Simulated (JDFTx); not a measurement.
An input for a modified build of JDFTx (K(100), linear PCM (GLSSA13), water, 0.5 M NaF; bohr, hartree) and the course of its log:

```
lattice \
  10.1952992095 0.0000000000 0.0000000000 \
  0.0000000000 10.1952992095 0.0000000000 \
  0.0000000000 0.0000000000 45.5423996035
coords-type Lattice
ion K 0.5000000000 0.5000000000 -0.1678979250 0
ion K 0.0000000000 0.0000000000 -0.0559659750 0
ion K 0.5000000000 0.5000000000 0.0559659750 0
ion K 0.0000000000 0.0000000000 0.1678979250 0
ion-species pseudo/k_pbe_v1.4.upf
elec-cutoff 20 100
elec-ex-corr gga-PBE
coulomb-interaction Slab 001
coulomb-truncation-embed 0 0 0
kpoint-folding 4 4 1
elec-smearing Fermi 0.01
elec-n-bands 28
electronic-scf nIterations 100 energyDiffThreshold 1e-08
fluid LinearPCM
pcm-variant GLSSA13
fluid-solvent H2O
fluid-cation Na+ 0.5
fluid-anion F- 0.5
fluid-minimize nIterations 400 knormThreshold 1e-11
wavefunction read vac.wfns
elec-initial-eigenvals vac.eigenvals
dump-name f0.$VAR
dump End State Ecomponents EigStats BandEigs Forces ElecDensity IonicPositions Fillings Kpoints Dtot FluidDebug BoundCharge FluidDensity
```

```
[one cycle in 5 is shown, and the last three; fluid-solver lines are left out]
	FillingsUpdate:  mu: -0.061337532  nElectrons: 36.000000
SCF: Cycle:  0   F: -113.637211285003090   dF: -7.434e-03   |Residual|: 1.007e-02   |deigs|: 1.570e-03
	FillingsUpdate:  mu: -0.057000651  nElectrons: 36.000000
SCF: Cycle:  5   F: -113.639549013648988   dF: -7.988e-05   |Residual|: 6.920e-03   |deigs|: 3.296e-04
	FillingsUpdate:  mu: -0.057177416  nElectrons: 36.000000
SCF: Cycle: 10   F: -113.640215246107360   dF: +2.735e-04   |Residual|: 7.511e-03   |deigs|: 5.443e-04
	FillingsUpdate:  mu: -0.058004023  nElectrons: 36.000000
SCF: Cycle: 15   F: -113.641568799511930   dF: +4.003e-04   |Residual|: 1.271e-02   |deigs|: 1.322e-03
	FillingsUpdate:  mu: -0.062063671  nElectrons: 36.000000
SCF: Cycle: 20   F: -113.643119950461909   dF: -5.818e-04   |Residual|: 1.453e-02   |deigs|: 1.905e-03
	FillingsUpdate:  mu: -0.066225928  nElectrons: 36.000000
SCF: Cycle: 25   F: -113.645412196370089   dF: -5.531e-05   |Residual|: 8.948e-03   |deigs|: 3.376e-03
	FillingsUpdate:  mu: -0.063763957  nElectrons: 36.000000
SCF: Cycle: 30   F: -113.643024390640988   dF: +1.177e-03   |Residual|: 1.523e-02   |deigs|: 1.617e-03
	FillingsUpdate:  mu: -0.066544020  nElectrons: 36.000000
SCF: Cycle: 35   F: -113.646425342878032   dF: -6.394e-05   |Residual|: 6.937e-03   |deigs|: 4.640e-04
	FillingsUpdate:  mu: -0.065747644  nElectrons: 36.000000
SCF: Cycle: 40   F: -113.645595205347604   dF: +1.095e-05   |Residual|: 9.406e-03   |deigs|: 9.565e-05
	FillingsUpdate:  mu: -0.063667494  nElectrons: 36.000000
SCF: Cycle: 45   F: -113.643568110201258   dF: +4.964e-04   |Residual|: 4.076e-03   |deigs|: 1.604e-03
	FillingsUpdate:  mu: -0.065911150  nElectrons: 36.000000
SCF: Cycle: 50   F: -113.646318789115938   dF: -1.240e-04   |Residual|: 6.783e-03   |deigs|: 4.546e-04
	FillingsUpdate:  mu: -0.062870515  nElectrons: 36.000000
SCF: Cycle: 55   F: -113.645666154256091   dF: +1.780e-04   |Residual|: 1.473e-02   |deigs|: 2.209e-04
	FillingsUpdate:  mu: -0.065061966  nElectrons: 36.000000
SCF: Cycle: 60   F: -113.644624473937398   dF: +1.147e-03   |Residual|: 5.677e-03   |deigs|: 2.098e-03
	FillingsUpdate:  mu: -0.049461695  nElectrons: 36.000000
SCF: Cycle: 65   F: -113.626045363080593   dF: -6.624e-02   |Residual|: 1.693e-02   |deigs|: 2.345e-02
	FillingsUpdate:  mu: -0.062857062  nElectrons: 36.000000
SCF: Cycle: 70   F: -113.643105617521854   dF: +1.849e-03   |Residual|: 4.217e-03   |deigs|: 4.284e-03
	FillingsUpdate:  mu: -0.064220237  nElectrons: 36.000000
SCF: Cycle: 75   F: -113.643934376741583   dF: -7.462e-04   |Residual|: 4.724e-03   |deigs|: 1.976e-03
	FillingsUpdate:  mu: -0.059613773  nElectrons: 36.000000
SCF: Cycle: 80   F: -113.640709511483024   dF: +4.607e-03   |Residual|: 6.545e-03   |deigs|: 8.706e-03
	FillingsUpdate:  mu: -0.065972883  nElectrons: 36.000000
SCF: Cycle: 85   F: -113.645071488491553   dF: +1.780e-03   |Residual|: 4.570e-03   |deigs|: 4.243e-03
	FillingsUpdate:  mu: -0.065318118  nElectrons: 36.000000
SCF: Cycle: 90   F: -113.644750694179123   dF: -4.224e-04   |Residual|: 4.646e-03   |deigs|: 7.551e-04
	FillingsUpdate:  mu: -0.065996240  nElectrons: 36.000000
SCF: Cycle: 95   F: -113.645303954113544   dF: +8.925e-05   |Residual|: 4.513e-03   |deigs|: 2.273e-04
	FillingsUpdate:  mu: -0.062644110  nElectrons: 36.000000
SCF: Cycle: 97   F: -113.642809753819492   dF: +2.552e-03   |Residual|: 4.587e-03   |deigs|: 5.523e-03
	FillingsUpdate:  mu: -0.060496614  nElectrons: 36.000000
SCF: Cycle: 98   F: -113.641240640711715   dF: +1.569e-03   |Residual|: 6.449e-03   |deigs|: 2.563e-03
	FillingsUpdate:  mu: -0.066359727  nElectrons: 36.000000
SCF: Cycle: 99   F: -113.645536740263140   dF: -4.296e-03   |Residual|: 4.550e-03   |deigs|: 7.939e-03
SCF: None of the convergence criteria satisfied after 100 iterations.
IonicMinimize: Iter:   0  F: -113.645536740263140  |grad|_K:  0.000e+00
IonicMinimize: Converged (|grad|_K<1.000000e-04).
```

This run gave no converged result. The electronic loop ended without meeting its threshold, so the last energy, levels and forces aren't results.
